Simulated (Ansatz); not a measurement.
A relaxed cell of SnO2 (Pbcn (No. 60)), relaxed on a k-mesh at least as fine as the one used below. These are r2SCAN (plane waves to 500 eV, PAW, scalar-relativistic; Ansatz, a program for electronic structure) values and carry that method's errors. Γ-centred k-mesh 4×4×4 on the run's cell (coarser than for final values), Fermi–Dirac smearing 0.05 eV.

```
SnO2
1.0
    4.73162     0.00000     0.00000
    0.00000     5.74175     0.00000
    0.00000     0.00000     5.23650
Sn O
4 8
Direct
  0.50000   0.16523   0.75000
  0.00000   0.33477   0.25000
  0.50000   0.83477   0.25000
  0.00000   0.66523   0.75000
  0.22976   0.39234   0.92113
  0.72976   0.10766   0.07887
  0.77024   0.60766   0.07887
  0.27024   0.89234   0.92113
  0.77024   0.39234   0.57887
  0.27024   0.10766   0.42113
  0.22976   0.60766   0.42113
  0.72976   0.89234   0.57887
```

The atoms are displaced by (Å):

```
atom      ux      uy      uz
----  ------  ------  ------
Sn1   -0.108   0.010   0.033
Sn2   -0.053  -0.012  -0.026
Sn3   -0.092   0.019  -0.186
Sn4   -0.085   0.027  -0.025
O5     0.095  -0.044  -0.050
O6    -0.003   0.008   0.015
O7     0.135  -0.176   0.164
O8     0.167  -0.073   0.035
O9    -0.008  -0.029   0.123
O10   -0.055  -0.049   0.047
O11   -0.033   0.050  -0.154
O12    0.118   0.083   0.138
```

### Question
What forces (eV/Å) and pressure result?

### Answer
```tsv
atom	Fx	Fy	Fz
Sn1	3.53	-1.57	-2.74
Sn2	3.31	-3.33	3.23
Sn3	5.18	-1.86	9.73
Sn4	1.97	-2.16	0.54
O5	-2.89	2.75	1.92
O6	-0.27	-1.02	0.01
O7	-3.87	5.88	-3.44
O8	-5.58	0.22	-7.71
O9	0.44	0.22	-0.91
O10	0.16	0.21	-0.93
O11	0.10	-0.34	1.85
O12	-2.06	1.01	-1.55
```

Pressure +11.2 GPa.

### Question
Estimate the energy cost of the displacement in the harmonic approximation and compare with the calculation.

### Answer
For a harmonic well ΔE = −½ Σ F·u = 3.988 eV a cell, or 332 meV/atom. The calculated energy relative to the undisplaced cell is +0.285 eV/atom, so anharmonic terms matter at this amplitude.

No spin polarisation in the result.

The run that gave the undisplaced cell could not lose the symmetry of its start; a randomly shaken copy of 12 atoms returns to this structure.

The first start was generated by placing the elements on the sites of a structure type. Materials Project lists a structure of SnO2 in the same space group, Pbcn (No. 60); the sites were not compared with it, nor with measured phases. Known forms of SnO2 include space group No. 136.
